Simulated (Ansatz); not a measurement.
A relaxation computed with Ansatz, from input to last step.

```yaml
crystal:
  lattice:
    - [3.0039332645, 0.0, 0.0]
    - [-1.5019666323, 2.6014825184, 0.0]
    - [0.0, 0.0, 3.2878834482]
  atoms:
    - { symbol: Hf, position: [0.0, 0.0, 0.0] }
    - { symbol: B, position: [0.3333333333, 0.6666666667, 0.5] }
    - { symbol: B, position: [0.6666666667, 0.3333333333, 0.5] }
basis:
  ecutwfc: 420
kpoints:
  mp_grid: { grid: [18, 18, 12] }
hamiltonian:
  xc: pbesol
scf:
  occupations: { method: gaussian, width: 0.1 }
output:
  forces: true
  stress: true
  eigenvalues: true
relax:
  adjacent_minimum: "off"
  f_tol: 0.01
  max_steps: 30
  cell: { stress_tol: 0.1, fix: [volume] }
```

```bash
ansatz run input.yaml --threads 1 --pin off --max-ram 2560MiB --backend cpu --events-out ev --progress --plain --runs-dir out
```

Method: Ansatz 0.2.0, DFT PBEsol, scalar-relativistic, plane waves, PAW.

The volume is held at 0.88 times that of the relaxed cell.

Of 4 frames 3 are shown, positions in Å and forces in eV/Å; the SCF threshold varies from step to step. Steps run on the plane waves of an earlier cell, with a Pulay correction in the pressure. The basis is chosen afresh for the last frame, the zero of the energies, and at times for earlier ones too; energy and pressure step there, also at an unchanged geometry.

```xyz
3
Lattice="3.0039 0.0000 0.0000 -1.5020 2.6015 0.0000 0.0000 0.0000 3.2879" Properties=species:S:1:pos:R:3:forces:R:3 pbc="T T T" step=1 free_energy_over_end_meV_per_atom=0.03 pressure_GPa=42.68
Hf    0.0000    0.0000    0.0000    0.0000    0.0000    0.0000
B     0.0000    1.7343    1.6439    0.0000    0.0000    0.0000
B     1.5020    0.8672    1.6439    0.0000    0.0000    0.0000
3
Lattice="3.0062 0.0000 0.0000 -1.5031 2.6035 0.0000 0.0000 0.0000 3.2829" Properties=species:S:1:pos:R:3:forces:R:3 pbc="T T T" step=2 free_energy_over_end_meV_per_atom=0.01 pressure_GPa=42.64
Hf    0.0000    0.0000    0.0000    0.0000    0.0000    0.0000
B     0.0000    1.7356    1.6414    0.0000    0.0000    0.0000
B     1.5031    0.8678    1.6414    0.0000    0.0000    0.0000
3
Lattice="3.0059 0.0000 0.0000 -1.5029 2.6032 0.0000 0.0000 0.0000 3.2837" Properties=species:S:1:pos:R:3:forces:R:3 pbc="T T T" step=4 free_energy_over_end_meV_per_atom=0.00 pressure_GPa=42.65
Hf    0.0000    0.0000    0.0000    0.0000    0.0000    0.0000
B     0.0000    1.7354    1.6418    0.0000    0.0000    0.0000
B     1.5029    0.8677    1.6418    0.0000    0.0000    0.0000
```

Time: 67 s on 1 thread of Intel(R) Xeon(R) Processor @ 2.50GHz (Skylake/Cascade Lake), on a shared host, peak memory 0.45 GiB.

Spin–orbit coupling is left out, which can shift energies with elements as heavy as these.